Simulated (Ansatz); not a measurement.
LaAl$_{2}$Zn$_{2}$:
```yaml
crystal:
  lattice:
    - [-2.12471, 2.12471, 5.47061]
    - [2.12471, -2.12471, 5.47061]
    - [2.12471, 2.12471, -5.47061]
  atoms:
    - { symbol: Al, position: [0.75000, 0.25000, 0.50000] }
    - { symbol: Al, position: [0.25000, 0.75000, 0.50000] }
    - { symbol: La, position: [0.00000, 0.00000, 0.00000] }
    - { symbol: Zn, position: [0.38654, 0.38654, 0.00000] }
    - { symbol: Zn, position: [0.61346, 0.61346, 0.00000] }
```

Relaxed with r²SCAN.

**Question.** Map the electron localisation function on the plane through (0.750, 0.250, 0.500) spanned by u = [1, 1, 0] and v = [1, 0, 1] in lattice vectors, from the program Ansatz at the r²SCAN level (PAW).

**Answer.** x is the fraction of u, y of v (the angle between them is 90°; rows are the nearest grid lines); atoms in the plane: Al at (0.00, 0.00), Al at (0.50, 0.00), La at (0.75, 0.50), Zn at (0.14, 0.50), Zn at (0.36, 0.50).
```
|0106886421112468860110688642111246886010|
|2017886421112468871001687642111246786102|
|0038886532123568883002687521000125786200|
|1278876543234567887214675311111113576411|
|4688755444444455788645654111232111456544|
|6776433344444333467755542124777421245556|
|6664322234543222346654421158999851124456|
|5542211224542211224543211389999983112345|
|4422100123532100122432101599878995101234|
|3321000023432000012332101799414997101233|
|3221000013431000012221102898101898201123|
|3221000013431000012221102898101898201123|
|3321000023432000012332101799414997101233|
|4422100123532100122432101599878995101234|
|5542211224542211224543211389999983112345|
|6664322234543222346654421158999851124456|
|6776433344444333467755542124777421245556|
|4688755444444455788645654111232111456544|
|1278876543234567887214675311111113576411|
|0038886532123568883002687521000125786200|
|2017886421112468871001687642111246786102|
|0106886421112468860110688642111246886010|
```
Scale: ten equal steps from 0.000 (start of '0') to 0.851 (end of '9'), in the order '0123456789'; x runs from 0.000 to 1.00, y from 0.000 (bottom) to 1.00 (top).

The density is the valence pseudo-density with augmentation charge, so density and ELF within about 1 Å of a nucleus are not all-electron values.

Space group I4/mmm. The workflow started from an entry of the Crystallography Open Database (COD). Its standing as an ambient phase is unchecked. The cell was relaxed with r²SCAN under the symmetry of its start; its stability against distortions is not shown here. Spin–orbit coupling is left out wherever it is not named.

Potentials: the later of the program's two PAW sets.
